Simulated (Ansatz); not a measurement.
ZrB₂ in space group P6_3/mmc (No. 194; Zr on 2c, B on 4f) at seven volumes, PBE (plane waves, PAW; program Ansatz), shape and atoms relaxed at each. One row is withheld.

```csv
V (Å³/atom),P (GPa)
10.645,18.81
10.996,11.64
11.347,5.41
11.698,-0.01
12.049,-4.66
12.400,?
12.751,-12.27
```

**Question.** Fit the shown pressures and predict the withheld one.

**Answer.** P = (3/2)B₀(x^(7/2) − x^(5/2))[1 + (3/4)(B′ − 4)(x − 1)] with x = (V₀/V)^(2/3). Least squares on the six rows gives V₀ = 11.699 Å³/atom, B₀ = 167 GPa, B′ = 3.72. At V = 12.400, x = 0.9619 and P = -8.72 GPa. The run itself gave -8.71 GPa.

The start of the workflow was typed in or built on a structure type; neither database checked (COD, Materials Project) lists it. It is not the phase usual at ambient conditions (space group No. 191). The PBE relaxation kept the symmetry of its start; its stability against distortions is not shown here. No spin polarisation was allowed.

Potentials: the earlier of the program's two PAW sets.
